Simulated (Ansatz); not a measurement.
Structures of B2P: which is lowest?

Plane-wave DFT in Ansatz with scalar-relativistic PAW potentials, cutoff 420 eV, Γ-centred meshes chosen by cell and gap, Gaussian smearing with energies taken to zero width. Every cell was relaxed (cell and atoms) in a run of its own, within the symmetry of its start. Functional: PBE.

Relaxed structures (starts from databases or built by putting these elements on another compound's sites):
A. P1, 6 atoms in the computed cell, a = 3.167 Å, b = 4.086 Å, c = 4.829 Å, α = 104.9°, β = 96.2°, γ = 97.4°; sites (symmetry × multiplicity) B 1 × 1 + 1 × 1 + 1 × 1 + 1 × 1, P 1 × 1 + 1 × 1; start: built
B. C2/m, 6 atoms in the computed cell, a = 5.394 Å, b = 3.089 Å, c = 7.629 Å, β = 90.1°; sites (symmetry × multiplicity) B m × 4 + m × 4, P m × 4; start: built

Rank them by energy. Could pressure change the order?

| structure | group | E − E(lowest) (meV/atom) | V (Å³/atom) | gap on mesh (eV) |
| --- | --- | --- | --- | --- |
| A | P1 | 0.0 | 9.87 | 0.00 |
| B | C2/m | 84 | 10.59 | 0.00 |

A is lowest, 84 meV/atom under B. The lowest is also the densest of these, so pressure wouldn't bring one of the others in at first order. Other structures may lie lower than all of these, and vibrations aren't counted.